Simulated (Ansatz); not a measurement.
A: CoSn (CoSn type, space group P6/mmm), a = b = 5.218 Å, c = 4.172 Å, α = β = 90.00°, γ = 120.00°
B: CrCuO₂ (delafossite type, space group R-3m), a = b = 2.964 Å, c = 16.920 Å, α = β = 90.00°, γ = 120.00°
C: WC (WC type, space group P-6m2), a = 2.8985 Å, b = 2.8985 Å, c = 2.8277 Å, α = 90.00°, β = 90.00°, γ = 120.00°

Scan: energy over volume and axial ratio (atoms clamped). All come from one method, each on a k mesh of its own. All were relaxed with their symmetry unable to fall. CoSn is run without spin polarisation. CrCuO2 is run spin-polarised and with no Hubbard U. Relaxed CrCuO2 ends ferromagnetic. Spin-orbit coupling is left out. WC is run without spin polarisation. The magnetic order is the one the run started from; other orders were not tried. (This holds for the magnetic or f-shell members.)

Put the candidates in order of modulus against c/a change at fixed volume, (3/4V)·∂²E/∂(ln c/a)² (fitted), highest first, for PBEsol (plane waves to 420 eV, PAW, scalar-relativistic; Ansatz, a quantum-chemistry and plane-wave program).

C (366 GPa), B (148 GPa), A (106 GPa)

(Under strain, the slope of the energy per volume gives the stress and its curvature an elastic modulus.)
